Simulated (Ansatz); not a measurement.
**Elastic constants of VN$_{2}$: input and output**

These are results of Ansatz 0.2.0, DFT PBEsol, scalar-relativistic, plane waves, PAW, not measurements.

Launched with:
```bash
ansatz run input.yaml --threads 2 --pin off --max-ram 6144MiB --backend cpu --events-out ev --progress --plain --runs-dir out
```

Input (bare energies are in eV):
```yaml
crystal:
  lattice:
    - [-2.1286281853, 2.1286281853, 2.4641669472]
    - [2.1286281853, -2.1286281853, 2.4641669472]
    - [2.1286281853, 2.1286281853, -2.4641669472]
  atoms:
    - { symbol: V, position: [0.25, 0.25, 0.0] }
    - { symbol: V, position: [0.75, 0.75, 0.0] }
    - { symbol: "N", position: [0.1142801445, 0.6142801445, 0.728560289] }
    - { symbol: "N", position: [0.6142801445, 0.8857198555, 0.5] }
    - { symbol: "N", position: [0.8857198555, 0.3857198555, 0.271439711] }
    - { symbol: "N", position: [0.3857198555, 0.1142801445, 0.5] }
basis:
  ecutwfc: 420
kpoints:
  mp_grid: { grid: [12, 12, 12] }
hamiltonian:
  xc: pbesol
scf:
  occupations: { method: fermi_dirac, width: 0.15 }
output:
  forces: true
  stress: true
  eigenvalues: true
elastic:
  mode: clamped_ion
  amplitude: 0.005
  stencil: two_point
```

From the output:
```
--- Elastic constants: 4 strain directions × 2 members + reference (group order 16) ---
  dense FFT box of the reference and of every strained cell: 27×27×27
  strains applied: 11, 33, 23, 12; error gains: componentwise 1.00 (the most a stress slope's error grows in a printed constant), spectral 1.41 (1 for all six strains in a standard setting)
  C = ∂σ_k/∂η_j (tension-positive GPa; Voigt order 11 22 33 23 13 12):
       735.164    236.213    164.706      0.000      0.000      0.000
       236.213    735.164    164.706      0.000      0.000      0.000
       164.872    164.872    621.554      0.000      0.000     -0.000
         0.000      0.000     -0.000    221.329      0.000      0.000
         0.000      0.000      0.000      0.000    221.329      0.000
        -0.000      0.000      0.000      0.000      0.000    327.081
  reference stress σ⁰ (GPa):      0.001      0.001     -0.004      0.000     -0.000     -0.000
  C* (energy form; C + prestress term) asymmetry max|C*_kj − C*_jk| = 1.615e-1 GPa — a small one proves nothing (zero by symmetry where the batch's group is 432, −43m or m−3m); a large one is finite-difference/SCF noise where every solve ...
  moduli (Voigt/Reuss/Hill, GPa): K = 358.16/353.27/355.72   G = 255.69/249.84/252.76   E = 613.07   ν = 0.213
  mechanically stable: yes (min eigenvalue of sym C = 221.33 GPa)
  strain η (Voigt 11):  stress-route row diagonal C_11 = 735.16 GPa, energy-path curvature d²(F+E_count+ΔE)/dδ²/Ω₀ = 735.15 GPa
         δ    σ_11 (GPa) F (eV) n_scf n_hpsi n_pw
    -5.000e-3      -3.7259       -7287.8845177      10  175001    890
     5.000e-3       3.6257       -7287.8845778       7  139301    896
  strain η (Voigt 33):  stress-route row diagonal C_33 = 621.55 GPa, energy-path curvature d²(F+E_count+ΔE)/dδ²/Ω₀ = 621.43 GPa
         δ    σ_33 (GPa) F (eV) n_scf n_hpsi n_pw
    -5.000e-3      -3.1777       -7287.8849117      10  103344    896
     5.000e-3       3.0379       -7287.8849787       8   90462    898
  strain η (Voigt 23):  stress-route row diagonal C_44 = 221.33 GPa, energy-path curvature d²(F+E_count+ΔE)/dδ²/Ω₀ = 221.44 GPa
         δ    σ_23 (GPa) F (eV) n_scf n_hpsi n_pw
    -5.000e-3      -1.1066       -7287.8863155       9  277930    896
     5.000e-3       1.1066       -7287.8863155       6  220422    896
  strain η (Voigt 12):  stress-route row diagonal C_66 = 327.08 GPa, energy-path curvature d²(F+E_count+ΔE)/dδ²/Ω₀ = 327.13 GPa
         δ    σ_12 (GPa) F (eV) n_scf n_hpsi n_pw
    -5.000e-3      -1.6354       -7287.8859617       9  160754    896
     5.000e-3       1.6354       -7287.8859617       7  132191    896
```

The run took 110 s on 2 threads of Intel(R) Xeon(R) Processor @ 2.70GHz, on a shared host, peak memory 0.81 GiB.

In a metal, frequencies and elastic constants depend on the k mesh and the smearing, soft modes and shear constants most. A semilocal functional can close a gap that the real compound has.

Clamped-ion constants are upper bounds: once the atoms relax, a strain can turn out softer or unstable.